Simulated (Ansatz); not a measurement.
Values for one crystal, relaxed and computed with DFT-LDA in the program Ansatz with PAW potentials; other levels are named.

* **Volume per atom**: 22.25 Å³
* **Electronic character**: metallic (no gap)
* **Highest zone-centre frequency**: 153 cm⁻¹
* **Formation energy from the elements (no fitted shifts)**: 0.024 eV/atom
* **Bulk modulus (Birch–Murnaghan fit)**: 64.8 GPa
* **Density of states at the Fermi level**: 0.37 states/eV per atom (mean over ±0.08 eV)
* **Zone-centre stability**: no imaginary mode at Γ

Task: Pick the material that matches.
(A) Ga2BiAs, R3m (Ga on 3a, Ga on 3a, Bi on 3a, As on 3a)
(B) GaSb, I-4m2 (Ga on 2d, Sb on 2a)
(C) GaP, I-4m2 (Ga on 2c, P on 2a)
(D) BiSb, R3m (Sb on 3a, Bi on 3a)

Result: B, GaSb, I-4m2 (Ga on 2d, Sb on 2a)

The workflow started from a Materials Project entry (that database holds measured and hypothetical structures alike); the Crystallography Open Database copy checked does not list it. It is not the phase usual at ambient conditions (space group No. 216). The LDA relaxation kept the symmetry of its start. As this level gives no gap, phonon frequencies hold no LO–TO term and depend on the k-mesh and smearing (Fermi–Dirac, 0.1 eV here). The references are the lowest solids computed at this level, not always the standard phases. Scalar-relativistic: spin–orbit coupling is off unless named, which matters more the heavier the elements.

Potentials: the later of the program's two PAW sets.
